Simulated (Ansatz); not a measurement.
## Compressing SrCl₂: a fit and a missing row

SrCl₂, Fm-3m, a = 6.995 Å. The structure is a COD entry; whether it is the stable form wasn't checked. Ansatz: r2SCAN, PAW, 500 eV, Γ-centred 6×6×6 mesh on 3 atoms, Gaussian smearing 0.02 eV; no spin polarisation. Symmetry fixes shape and atoms, so the cell is only scaled; pressure is positive in compression.

| V (Å³/atom) | P (GPa) |
| --- | --- |
| 25.099 | ? |
| 25.954 | 4.37 |
| 26.810 | 2.66 |
| 27.665 | 1.22 |
| 28.521 | -0.01 |
| 29.377 | -1.04 |
| 30.232 | -1.92 |
| 31.373 | -2.89 |

Q: Take V0 = 28.521 Å³/atom, count pressures from its P0 = -0.01 GPa, fit the third-order Birch–Murnaghan form to the other rows, and predict the missing pressure.

A: With the Eulerian strain f = ½[(V0/V)^(2/3) − 1] and y = (P − P0)/[3f(1 + 2f)^(5/2)], the form is the line y = B0 + 1.5 B0 (B0′ − 4) f. Rows (f, y): 0.03245, 38.4; 0.02105, 38.1; 0.01026, 38.0; -0.00976, 37.0; -0.01905, 36.8; -0.03078, 36.6. Means f = 0.0006950, y = 37.483; Σ(Δf)² = 0.003004, ΣΔfΔy = 0.09295; the slope is their ratio. y = 37.46 + 30.94 f GPa, so B0 = 37.5 GPa and B0′ = 4 + 2 × (30.94)/(3 × 37.46) = 4.55. At V = 25.099, f = 0.04447, y = 38.84 and P = 6.40 GPa. The run gave 6.39 GPa, so the fit is 0.01 GPa too high, a small miss on the scale of the series.

Cost: 8 runs of about 0.61 core-minutes in all, on Arm Neoverse V2 (shared hosts).